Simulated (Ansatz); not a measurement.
## Slab of bcc Ta (111), 6 layers

The slab is cut from the bcc crystal, the stable phase, as relaxed on PAW files (17.68 Å³/atom), with 16 Å of vacuum and a dipole correction:

```xyz
6
Lattice="4.6415 0.0000 0.0000 -2.3208 4.0197 0.0000 0.0000 0.0000 20.7372" Properties=species:S:1:pos:R:3 pbc="T T T"
Ta    0.0000    1.3399    8.0000
Ta    0.0000    4.0197    8.9474
Ta    2.3208    2.6798    9.8949
Ta    0.0000    1.3399   10.8423
Ta    0.0000    4.0197   11.7898
Ta    2.3208    2.6798   12.7372
```

Computed with Ansatz 0.2.0; functional PBEsol, scalar-relativistic. Settings: a Γ-centred 9×9×1 k mesh, Fermi–Dirac smearing of 0.05 eV, no spin polarisation. Methods: LAPW: all electrons, basis error target 1 meV/atom; PAW: frozen-core files, cutoff 420 eV.

The bulk energy comes from a cell in the slab's orientation on a 9×9×13 mesh. The surface energy is (E(slab) − N·E(bulk))/2A at zero smearing, the mean of both faces; thin slabs carry quantum-size effects.

Spin–orbit coupling is left out, which matters for the heavy atoms. The PAW files were made under PBE.

Q: As cut, the LAPW slab lies 7.820 eV above 6 atoms of bulk. What surface energy is that?

A: Over two faces of 18.66 Å² it is 209.6 meV/Å², and times 16.02 J/m² per eV/Å² that gives γ = 3.358 J/m².

```
method  γ as cut (J/m²)  γ relaxed (J/m²)  Φ as cut (eV)  Φ relaxed (eV)
  LAPW            3.358             2.977           3.49            3.75
   PAW            3.366             2.985           3.49            3.75
```

Q: How do the spacings between the planes relax?

A: From the bottom face up: d12 -22.8 % of 0.947 Å, d23 -21.4 % of 0.947 Å, d34 +24.9 % of 0.947 Å, d45 -21.4 % of 0.947 Å, d56 -22.8 % of 0.947 Å.

Q: A field of 0.1 V/Å is applied along the normal, atoms held. What follows?

A: LAPW finds an induced dipole of 0.0798 e·Å a cell (PAW 0.0798), that is 7.74 Å for 4πα over the area, against 4.13 Å between the outer atoms.

Q: A 4f core hole is made on one atom of each kind in every 1×1 cell (PAW hole dataset, neutral cell, valence without spin). What does it cost by layer?

A: layer 1 23.00 eV, layer 2 22.54 eV, layer 3 22.93 eV. Shifts between layers mean more than the absolute values, and a whole layer of holes screens otherwise than one hole.

Q: In the relaxed 1×1 cell, replace the outer, then the middle Ta by W, which changes a whole layer. What shift does this Z+1 picture give?

A: E(outer) − E(middle) = +0.16 eV by LAPW and +0.15 eV by PAW; a positive value puts the surface line at higher binding energy.
